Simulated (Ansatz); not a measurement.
A relaxation of cell and atoms of Al₃BAs₄ as one 8-atom ordering (I-42m) on the zincblende lattice with the plane-wave code Ansatz, at the level PBE. The starting cell was estimated from covalent radii.

Input file:
```yaml
crystal:
  lattice:
    - [-2.6164070824, 2.6164070824, 5.2328141648]
    - [2.6164070824, -2.6164070824, 5.2328141648]
    - [2.6164070824, 2.6164070824, -5.2328141648]
  atoms:
    - { symbol: B, position: [0.0, 0.0, 0.0] }
    - { symbol: As, position: [0.375, 0.375, 0.5] }
    - { symbol: Al, position: [0.75, 0.25, 0.5] }
    - { symbol: As, position: [0.125, 0.625, 0.0] }
    - { symbol: Al, position: [0.5, 0.5, 0.0] }
    - { symbol: As, position: [0.875, 0.875, 0.5] }
    - { symbol: Al, position: [0.25, 0.75, 0.5] }
    - { symbol: As, position: [0.625, 0.125, 0.0] }
kpoints:
  mp_grid: { grid: [6, 6, 6] }
hamiltonian:
  xc: pbe
scf:
  occupations: { method: fermi_dirac, width: 0.02 }
relax:
  f_tol: 0.005
  cell: {}
output:
  write_density: true
  write_potential: true
  elf: true
  volumetric_format: npy
```

Command: `ansatz run input.yaml --threads 4 --pin off --max-ram 6451MiB --backend cpu --events-out ev --progress --plain --runs-dir out`. It took 36 s on 4 threads of Arm Neoverse V2, on a shared host; peak host memory 0.58 GiB.

Q: What does the program print?

A: The output, standing remarks left out:
```
Pseudopotential: B, paw, valence charge 3, recommended cutoff 420 eV (normal)
Pseudopotential: As, paw, valence charge 15, recommended cutoff 420 eV (normal)
Pseudopotential: Al, paw, valence charge 3, recommended cutoff 420 eV (normal)
Functional definition: PBE
Crystal: 8 atoms, lattice volume = 143.287 Å³
Basis set: ecut = 420 eV, 2817 PW (Γ)
Bands: 44, of which v1, the nominal top of the filled ones, is band 36 counted from 1 (35 counted from 0)
Symmetry: 8 space group operations
Space group: I-42m (ITA 121)
k-points: 30 of 216 (time reversal used)
SCF iter   1: HF=-21192.402505 eV  Δρ=1.05e-3  dr2=3.16e-3
preconditioner: auto → Resta (q_TF=auto, 2.433 Å⁻¹)  ε∞=4.7  [insulator: Δε(μ)=0.934 eV  σ=0.020 eV  ℏωp=17.5 eV]
SCF iter   2: HF=-21192.400748 eV  Δρ=6.63e-4  dr2=9.51e-4
SCF iter   3: HF=-21192.400904 eV  Δρ=2.07e-4  dr2=1.42e-4
SCF iter   4: HF=-21192.400851 eV  Δρ=9.36e-5  dr2=2.43e-5
SCF iter   5: HF=-21192.400865 eV  Δρ=3.57e-5  dr2=2.53e-6
SCF iter   6: HF=-21192.400867 eV  Δρ=1.05e-5  dr2=1.81e-7
SCF iter   7: HF=-21192.400867 eV  Δρ=3.46e-6  dr2=1.47e-8
SCF 1 converged in 7 iterations: F = -21192.400867 eV  dr2 = 1.47e-8
relax step 1: F+E_penalty+E_count = -21192.40086704 eV  max|allowed force component| = 1.948e0 eV/Å  Δτ_max = 0.0000 Å  P = +19.953 GPa  Ω = 143.287 Å³
SCF 2 converged in 7 iterations: F = -21194.983570 eV  dr2 = 2.76e-7
relax step 2: F+E_penalty+E_count = -21194.98357009 eV  max|allowed force component| = 6.328e-1 eV/Å  Δτ_max = 0.1733 Å  P = +3.929 GPa  Ω = 159.388 Å³
SCF 3 converged in 7 iterations: F = -21195.176076 eV  dr2 = 3.87e-8
relax step 3: F+E_penalty+E_count = -21195.17607579 eV  max|allowed force component| = 2.055e-1 eV/Å  Δτ_max = 0.0847 Å  P = +1.691 GPa  Ω = 162.818 Å³
SCF 4 converged in 6 iterations: F = -21195.199487 eV  dr2 = 3.45e-7
relax step 4: F+E_penalty+E_count = -21195.19948722 eV  max|allowed force component| = 9.248e-2 eV/Å  Δτ_max = 0.0213 Å  P = -0.110 GPa  Ω = 166.423 Å³
SCF 5 converged in 4 iterations: F = -21195.200866 eV  dr2 = 1.59e-7
relax step 5: F+E_penalty+E_count = -21195.20086585 eV  max|allowed force component| = 2.774e-3 eV/Å  Δτ_max = 0.0061 Å  P = +0.009 GPa  Ω = 166.157 Å³
SCF 6 converged in 4 iterations: F = -21195.200901 eV  dr2 = 6.07e-9
relax step 6: F+E_penalty+E_count = -21195.20090076 eV  max|allowed force component| = 6.685e-4 eV/Å  Δτ_max = 0.0003 Å  P = +0.005 GPa  Ω = 166.164 Å³
SCF 7 converged in 6 iterations: F = -21195.213987 eV  dr2 = 1.07e-11
relax step 7: F+E_penalty+E_count = -21195.21398685 eV  max|allowed force component| = 7.993e-4 eV/Å  Δτ_max = 0.0000 Å  P = +0.107 GPa  Ω = 166.164 Å³  (SCF on a basis re-selected at this cell)
SCF 8 converged in 5 iterations: F = -21195.213972 eV  dr2 = 7.61e-9
relax step 8: F+E_penalty+E_count = -21195.21397227 eV  max|allowed force component| = 4.304e-3 eV/Å  Δτ_max = 0.0006 Å  P = -0.034 GPa  Ω = 166.462 Å³
SCF 9 converged in 4 iterations: F = -21195.214046 eV  dr2 = 4.23e-11
relax step 9: F+E_penalty+E_count = -21195.21404559 eV  max|allowed force component| = 4.308e-3 eV/Å  Δτ_max = 0.0000 Å  P = -0.033 GPa  Ω = 166.462 Å³  (SCF on a basis re-selected at this cell)
SCF converged after 4 iterations
Free energy (F): -21195.214046 eV
Fermi energy:    7.655566 eV
--- Forces (eV/Å), atoms counted from 1 ---
  atom   1  B       0.00000      0.00000      0.00000
  atom   2  As      0.00431      0.00431      0.00252
  atom   3  Al      0.00000      0.00000      0.00000
  atom   4  As    -0.00431      0.00431    -0.00252
  atom   5  Al      0.00000      0.00000      0.00000
  atom   6  As    -0.00431    -0.00431      0.00252
  atom   7  Al      0.00000      0.00000      0.00000
  atom   8  As      0.00431    -0.00431    -0.00252
--- Stress (GPa, compression-positive) ---
       -0.039418       0.000000       0.000000
        0.000000      -0.039418       0.000000
        0.000000       0.000000      -0.021421
  P = ⅓ Tr σ = -0.0334 GPa (-0.334 kbar)
--- Relaxed structure (7 steps of the walk, 7 accepted, 2 SCFs on fresh bases) ---
  F+E_penalty+E_count = -21195.21404559 eV   max|allowed force component| = 4.308e-3 eV/Å
  cell:  # Å, volume = 166.4615 Å³
    - [-2.758440, 2.758440, 5.469238]
    - [2.758440, -2.758440, 5.469238]
    - [2.758440, 2.758440, -5.469238]
  atoms:
    - { symbol: B, position: [0.000000, 0.000000, 0.000000] }
    - { symbol: As, position: [0.335356, 0.335356, 0.441089] }
    - { symbol: Al, position: [0.750000, 0.250000, 0.500000] }
    - { symbol: As, position: [0.105733, 0.664644, 0.000000] }
    - { symbol: Al, position: [0.500000, 0.500000, 0.000000] }
    - { symbol: As, position: [0.894267, 0.894267, 0.558911] }
    - { symbol: Al, position: [0.250000, 0.750000, 0.500000] }
    - { symbol: As, position: [0.664644, 0.105733, 0.000000] }
```
Only the leading digits can be foreseen; the rest is this run's record.

Planar averages along the third cell vector, from rho_z.tsv and v_z.tsv (valence density with its augmentation; electrostatic potential energy of an electron, of which only differences have a meaning):

| z (Å) | ρ (e/Å³) | v_es (eV) |
| --- | --- | --- |
| 0.00 | 0.902 | 4.49 |
| 0.30 | 0.769 | 4.50 |
| 0.60 | 0.505 | 4.64 |
| 0.90 | 0.310 | 5.08 |
| 1.19 | 0.225 | 5.83 |
| 1.49 | 0.198 | 6.51 |
| 1.64 | 0.196 | 6.65 |
| 1.94 | 0.215 | 6.35 |
| 2.24 | 0.287 | 5.62 |
| 2.54 | 0.422 | 4.98 |
| 2.84 | 0.569 | 4.70 |
| 3.14 | 0.650 | 4.66 |
| 3.43 | 0.663 | 4.66 |
| 3.73 | 0.620 | 4.67 |
| 4.03 | 0.500 | 4.80 |
| 4.33 | 0.348 | 5.26 |
| 4.63 | 0.243 | 6.00 |
| 4.93 | 0.201 | 6.59 |
| 5.08 | 0.196 | 6.65 |
| 5.37 | 0.207 | 6.22 |
| 5.67 | 0.257 | 5.43 |
| 5.97 | 0.392 | 4.82 |
| 6.27 | 0.638 | 4.55 |
| 6.57 | 0.866 | 4.49 |

In 7 steps the volume changed by +16.2 %; between the first SCF and the last, each on a basis chosen for its cell, the energy fell by 352 meV an atom. Final cell: the symmetry is I-42m (No. 121, tetragonal); a = 5.517 Å, c = 10.938 Å in the conventional setting, 20.81 Å³ an atom. Around B lie 4 As at 2.13 Å; around As lie 1 B at 2.13 Å and 3 Al at 2.46–2.52 Å; around Al lie 4 As at 2.46 Å; around Al lie 4 As at 2.52 Å.

Spin-unpolarised throughout. Whether this structure exists isn't addressed.
